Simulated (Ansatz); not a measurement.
The relaxed structure here is a generated cell of P: the first start was made by placing the elements on the sites of a structure type, and the end was not matched to a known phase here, so it may be hypothetical. Known forms of P include space group No. 64.

One stationary structure of P. Space group P6/mmm (No. 191), AFLOW prototype A_hP1_191_a (A_f, as in Sn). Calculation: PBE (plane waves to 420 eV, PAW, scalar-relativistic; Ansatz, a program for electronic structure).

Space group P6/mmm (No. 191); a = 2.6446 Å, b = 2.6446 Å, c = 2.4405 Å, α = 90.00°, β = 90.00°, γ = 120.00°

```csv
atom,site,symmetry,x,y,z
P,1a,6/mmm,0.0000,0.0000,0.0000
```

```yaml
volume_per_atom: 14.78 Å³
band_gap: zero (metallic)
shortest_distances: P–P 2.44 Å
k-mesh: 20×20×19
```

No spin polarisation in the result. The relaxed primitive cell holds an odd number of electrons. A magnetic state may lie lower.

The run could not lose the symmetry of its start, so the end can be a saddle point.
